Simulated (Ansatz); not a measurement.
**MnO₂: does the functional change the magnetic order?**

```xyz
6
Lattice="4.3983 0.0000 0.0000 0.0000 4.3983 0.0000 0.0000 0.0000 2.8730" Properties=species:S:1:pos:R:3 pbc="T T T"
Mn    0.0000    0.0000    0.0000
Mn    2.1991    2.1991    1.4365
O     1.3421    1.3421    0.0000
O     0.8570    3.5413    1.4365
O     3.0562    3.0562    0.0000
O     3.5413    0.8570    1.4365
```

The same starts (parallel, antiparallel patterns that fit this cell, and no moments) were run with plane-wave PAW DFT (Ansatz 0.2.0; atoms fixed, collinear spin, no spin-orbit coupling; 6×6×10 Γ-centred mesh, fermi-dirac occupations of width 0.050 eV) at these levels: PBE, 420 eV; PBE with U_eff = 4.0 eV on Mn d (all-electron-ortho-atomic projectors), 420 eV; r2SCAN, 500 eV.

Problem. Which order does each level favour, and how strongly?

Solution. The runs give, at zero smearing:

```
  level               lowest state  mean moment on Mn (μB)  parallel less best compensated antiparallel (meV per Mn)  gain over no moments (meV per Mn)
    PBE  antiparallel, compensated                    2.22                                                      +111                                773
PBE + U  antiparallel, compensated                    2.56                                                       +25                               2333
 r2SCAN  antiparallel, compensated                    2.41                                                       +54                               1663
```

Site moments are taken in small spheres that don't touch (radius about 0.4 of the atom's shortest bond), so those of the magnetic atoms read low. All levels favour antiparallel moments: the difference runs from +25 to +111 meV per Mn. The moment grows from 2.22 μB under PBE to 2.56 μB under PBE + U.

The cell is that of a Crystallography Open Database entry, unchanged.

Caveats: only orders that fit this cell were tried, so the true order may need a larger cell or canted moments; atoms and cell are held at the entry's values; differences under about 5 meV per magnetic atom weren't tested against a denser mesh or another U, and are taken as unresolved; the U is a value in common use, not computed for this crystal; the state without moments isn't the paramagnet, so the last column is no ordering energy, and a U inflates it; the entry's cell stands up to +9 GPa off zero pressure at these levels; the nearest magnetic pairs stand parallel in every state found, so their coupling isn't measured.
